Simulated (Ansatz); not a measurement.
## Calculation log, TiO2 (I4_1/amd) (phonons)

Level of theory: LDA, all-electron LAPW in Ansatz 0.2.0, scalar-relativistic.

The cell is the relaxed one with its volume scaled by 1.03; the atoms were then relaxed by PAW.

Launched as:

```sh
ansatz run input.yaml --threads 2 --pin off --max-ram 6144MiB --backend cpu --events-out ev --progress --plain --runs-dir out
```

input.yaml:

```yaml
crystal:
  lattice:
    - [-1.88817467266, 1.88817467266, 4.77465266203]
    - [1.88817467266, -1.88817467266, 4.77465266203]
    - [1.88817467266, 1.88817467266, -4.77465266203]
  atoms:
    - { symbol: Ti, position: [0.0, 0.0, 0.0] }
    - { symbol: Ti, position: [0.75, 0.25, 0.5] }
    - { symbol: O, position: [0.206804756183, 0.206804756183, 0.0] }
    - { symbol: O, position: [0.956804756183, 0.456804756183, 0.5] }
    - { symbol: O, position: [0.543195243817, 0.043195243817, 0.5] }
    - { symbol: O, position: [0.793195243817, 0.793195243817, 0.0] }
kpoints:
  mp_grid: { grid: [8, 8, 8] }
scf:
  occupations: { method: fixed }
hamiltonian:
  xc: lda
  pseudopotentials: { kind: all_electron, lapw: { basis_error: 0.0005 } }
phonons:
  supercell: [1, 1, 1]
```

Output (shortened where marked):

```
Warning: RAYON_NUM_THREADS=2 ignored (pool sized by the plan → 2); use --threads N
LAPW: plane waves up to 11.167 Å⁻¹, error target 5.0e-4 eV per atom; small_component_spin mean_spin; O in spheres of 0.875 Å, 8 of its electrons in bands, Dirac shells []; Ti in spheres of 0.999 Å, 20 of its electrons in bands, ...
Engine: ansatz 0.2.0, x86_64-unknown-linux-gnu
Pseudopotentials: kind: all_electron
Pseudopotential: Ti, LAPW, valence charge 20, lapw/all_electron/scalar/gaussian/Ti, Koelling and Harmon's equation, gaussian nucleus
Pseudopotential: O, LAPW, valence charge 8, lapw/all_electron/scalar/gaussian/O, Koelling and Harmon's equation, gaussian nucleus
Functional definition: SPW92
  exchange = slater_x
  correlation = pw_c
davidson cushion auto → on  (no smearing: the cushion is to keep the highest requested band from converging to the state above it; pin scf.eigensolver.cushion to override)
Crystal: 6 atoms, lattice volume = 68.090 Å³
Basis set: ecut = 475.0911506082033 eV, 1621 PW (Γ), FFT grids on a1+a3, a2+a3, a3, exchange–correlation at level 2
Bands: 44, of which v1, the nominal top of the filled ones, is band 36 counted from 1 (35 counted from 0)
Symmetry: 16 space group operations
k-points: 59 of 512
Non-local potential: Ti, projectors of the file, none
Non-local potential: O, projectors of the file, none
Initial density: superposition of atomic densities (chi_scale 0.1, normalization cell, long waves kept (reshape's long-wave potential 0.00 eV rms))
Initial wavefunctions: plane waves of lowest kinetic energy (no species holds an atomic orbital)
Functional: x = slater, c = lda
iter 1 solved again at ethr=2.84e-2 eV; its pass at ethr=1.00e-1 eV (dr2=2.04e1 eV) is discarded
SCF iter   1: F=—  HF=-54531.290590 eV  |F-HF|=—  |Δ(HF+E_count)|=         —  Δρ=1.67e-1  dr2=2.04e1  ethr=2.84e-2  ⟨swp⟩=2.0  Hψ=16966  notcnv=0
[... 68 lines left out ...]
SCF iter   5: F=—  HF=-54521.928389 eV  |F-HF|=—  |Δ(HF+E_count)|=   5.38e-7  Δρ=3.37e-5  dr2=9.29e-7  ethr=3.75e-9  ⟨swp⟩=2.7  Hψ=37472  notcnv=0
SCF iter   6: F=—  HF=-54521.928389 eV  |F-HF|=—  |Δ(HF+E_count)|=   2.72e-7  Δρ=1.12e-5  dr2=9.36e-8  ethr=1.29e-9  ⟨swp⟩=2.6  Hψ=37465  notcnv=0
SCF iter   7: F=—  HF=-54521.928389 eV  |F-HF|=—  |Δ(HF+E_count)|=   1.69e-8  Δρ=6.06e-6  dr2=2.71e-8  ethr=1.30e-10  ⟨swp⟩=2.1  Hψ=37207  notcnv=0
SCF iter   8: F=—  HF=-54521.928389 eV  |F-HF|=—  |Δ(HF+E_count)|=   4.16e-9  Δρ=2.23e-6  dr2=4.41e-9  ethr=3.77e-11  ⟨swp⟩=2.0  Hψ=37180  notcnv=0
SCF iter   9: F=—  HF=-54521.928389 eV  |F-HF|=—  |Δ(HF+E_count)|=  5.53e-10  Δρ=1.05e-6  dr2=1.04e-9  ethr=1.66e-11 (applied; sched 6.12e-12)  ⟨swp⟩=2.0  Hψ=37180  notcnv=0
SCF iter  10: F=-54521.928389 eV  HF=-54521.928389 eV  |F-HF|=1.46e-11  |Δ(HF+E_count)|=  1.46e-10  Δρ=3.63e-7  dr2=1.12e-10  ethr=1.66e-11 (applied; sched 1.44e-12)  ⟨swp⟩=2.0  Hψ=37180  notcnv=0
SCF 5 converged in 10 iterations: F = -54521.928389 eV  dr2 = 1.12e-10
SCF converged after 12 iterations
Free energy (F): -54521.928938 eV
Harris-Foulkes:  -54521.928938 eV  (|F-HF|=2.91e-11)
Internal energy: -54521.928938 eV  (E = F + TS)
E sigma→0 (E₀):  -54521.928938 eV
Fermi energy:    7.155323 eV
--- Per-component energies (eV) ---
  E_band       = -11650.471072
  E_kinetic    = 54908.718115
  E_xc         = -3074.165283
  E_electrostatic = -106356.481770  (all electrons and nuclei)
  E_smearing   = -0.000000  (= −TS)
  E_closure    = 0.000000  (closes the sum)
  Σ components = -54521.928938   (vs F -54521.928938, Δ=0.00e0)
  Basis errors (estimates in eV, not in F): energy 2.2e-4 per atom: plane waves 1.9e-4 (1.2e-4 summed), levels above the bands 0.0e0, relativity 1.2e-8, radial functions 2.2e-5, core shells 3.2e-13; eigenvalues (radial functions ...
--- Forces (eV/Å), atoms counted from 1 ---
  atom   1  Ti     0.00000000     0.00000000     0.00000000
  atom   2  Ti     0.00000000     0.00000000     0.00000000
  atom   3  O      0.00000000    -0.00000000     0.00807721
  atom   4  O      0.00000000    -0.00000000     0.00807721
  atom   5  O      0.00000000    -0.00000000    -0.00807721
  atom   6  O      0.00000000    -0.00000000    -0.00807721
  max |Σ_I F_I| component: 3.90e-18 eV/Å
--- Phonons: 4 displaced members + reference (amplitude 0.01 Å, Σ member SCF iterations 38) ---
  symmetry images taken by strict's conditions (phonons.symmetry_images: auto; settled by no image being taken that strict refuses)
  ASR residual: 5.172e-3 → 0.000e0 eV/Å²; symmetrization residual: 3.705e-3 eV/Å²
  largest component of a force at the reference: 8.1e-3 eV/Å
  ASR residual per site (eV/Å²): 5.17e-3 5.17e-3 4.00e-3 4.00e-3 4.00e-3 4.00e-3
  Γ frequencies (cm⁻¹): 0.00 0.00 0.00 126.21 126.21 176.61 176.61 221.45 221.45 333.19 373.91 402.06 402.06 489.80 517.24 541.06 607.58 607.58
  density of states and harmonic sums: on the 18×18×23 q-mesh, interpolated from the force constants of a 1×1×1 supercell (no non-analytic term)
  largest difference from the sums on the solved wave vectors: F 3.84e-1 eV, S 6.42e-4 and C_V 2.58e-4 eV/K
```

Self-consistency was reached.

### Zone-centre phonons

Harmonic phonons of a crystal by Kohn-Sham DFT at the given cell, standard atomic masses, acoustic sum rule imposed; negative wavenumbers are unstable modes; optical zone-centre levels upwards with Mulliken labels, activity, and the element with most of the kinetic energy.

* Point group: 4/mmm

| number | phonon wavenumber (cm⁻¹) | label | infrared | raman | lead element |
| --- | --- | --- | --- | --- | --- |
| 1 | 126.2 | Eg | no | yes | Ti |
| 2 | 176.6 | Eg | no | yes | O |
| 3 | 221.4 | Eu | yes | no | O |
| 4 | 333.2 | A2u | yes | no | O |
| 5 | 373.9 | B1g | no | yes | Ti |
| 6 | 402.1 | Eu | yes | no | O |
| 7 | 489.8 | B1g | no | yes | O |
| 8 | 517.2 | A1g | no | yes | O |
| 9 | 541.1 | B2u | no | no | O |
| 10 | 607.6 | Eg | no | yes | O |

Keep in mind: cell scaled away from its relaxed volume; zone-boundary modes aren't tested; no LO-TO term at the zone centre.

It took 21 min on 2 threads of Intel(R) Xeon(R) Platinum 8259CL CPU @ 2.50GHz (Skylake/Cascade Lake) (shared host), peak memory 2.5 GiB.
